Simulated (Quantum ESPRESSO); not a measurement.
Empty bands for a GW run on a free-standing MoS2 monolayer (symmetry P-6m2, slab cell 16.1 Å high): 132 bands on a 6×6×1 mesh, PBEsol, PseudoDojo standard norm-conserving files, scalar-relativistic, Quantum ESPRESSO. The input, in which only the diagonalization keyword changes:

```
&CONTROL
  calculation = 'nscf'
  pseudo_dir = './pseudo'
  outdir = './out'
/
&SYSTEM
  ibrav = 0
  nat = 3
  ntyp = 2
  ecutwfc = 80.0
  ecutrho = 320.0
  occupations = 'fixed'
  force_symmorphic = .true.
  nbnd = 132
  assume_isolated = '2D'
/
&ELECTRONS
  conv_thr = 3.0000000000000004e-09
  diago_full_acc = .true.
  diago_thr_init = 1e-08
  diagonalization = 'david'
/
ATOMIC_SPECIES
S 32.0600 S.upf
Mo 95.9500 Mo.upf
CELL_PARAMETERS angstrom
  3.140994795788   0.000000000000   0.000000000000
 -1.570497397894   2.720181286307   0.000000000000
  0.000000000000   0.000000000000  16.100000000000
ATOMIC_POSITIONS crystal
S   0.666666667000   0.333333333000  -0.096804877600
S   0.666666667000   0.333333333000   0.096804877600
Mo   0.000000000333   0.000000000000   0.000000000000
K_POINTS automatic
6 6 1 0 0 0
```

| diagonalization | mean iterations per k point | rough time | largest change of an eigenvalue (eV) |
|---|---|---|---|
| david | 37 | 1 | – |
| cg | 45 | about 3× | 7e-07 |
| paro | 20 | within a factor of two | 2e-08 |

An iteration means different work in each solver, so the counts don't rank them. Times are rough ratios from shared machines.

Spin-orbit coupling is not included.

Geometry relaxed with PBEsol.
